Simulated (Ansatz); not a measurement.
Start of a relaxation of GaTe₃O₂:

```
Ga Te O
1.0
     2.31791    1.33825    7.26423
    -2.31791    1.33825    7.26423
     0.00000   -2.67649    7.26423
Ga Te O
1 3 2
Direct
  0.50000 0.50000 0.50000
  0.76203 0.76203 0.76203
  0.23797 0.23797 0.23797
  0.00000 0.00000 0.00000
  0.11944 0.11944 0.11944
  0.88056 0.88056 0.88056
```

The calculation used Ansatz, DFT PBE, scalar-relativistic, plane waves, PAW. Cutoff 420 eV, Gaussian smearing, Γ-centred meshes. Cell and atoms relax first on a coarse mesh and then on a finer one. In between, the cell is made exact in the group found at 0.06 Å. In metals the finer mesh still leaves noise of several meV/atom or more. The steps can't lower the symmetry of their start. No spin polarisation.

A guess keeps its type if space group and coordination stay and the shape of the cell changes little (axis ratios within about 15 %, angles within 6°); the volume may change.

Problem. Does this structure survive the relaxation?

Solution. It doesn't keep its type. The symmetry stays R-3m (No. 166). The volume per atom shrinks by 15.8 %, from 22.5 to 19.0 Å³. The shortest distance goes from 2.58 Å (Te–O) to 2.09 Å (Ga–O). The ratio c/a of the conventional cell changes by a factor of 2.54. Counting neighbours within 15 % of an atom's shortest distance, the start has Ga 12, O 8, Te 2/4 and the end Ga 6, O 4, Te 1/12. In detail, at the end around Ga lie 6 O at 2.09 Å; Te on a site of symmetry 3m has 1 O at 2.38 Å, 6 Te at 3.21 Å and 3 Te at 3.56 Å; O is surrounded by 3 Ga at 2.09 Å, 1 Te at 2.38 Å and 3 O at 2.68 Å; 1 more site not described.

```xyz
6
Lattice="1.6042 0.9262 12.7764 -1.6042 0.9262 12.7764 0.0000 -1.8524 12.7764" Properties=species:S:1:pos:R:3 pbc="T T T"
Ga    0.0000    0.0000   19.1646
Te    0.0000    0.0000   28.5928
Te    0.0000    0.0000    9.7364
Te    0.0000    0.0000    0.0000
O     0.0000    0.0000    7.3552
O     0.0000    0.0000   30.9740
```

The last run used a 12×12×12 mesh for its 6-atom cell and Gaussian smearing of 0.10 eV. No dispersion correction is applied, so the spacing and binding between layers, chains or molecules are poorly described. These runs have no spin–orbit coupling, which can matter for Te. An odd number of electrons in the primitive cell allows no gap without spin; a larger cell or a magnetic state could open one. The cell is a metal run without spin; a magnetic state may lie lower. Symmetry constrained the relaxation, so the result can be a saddle point.

In counts of neighbours, a slash parts the counts of unlike sites.
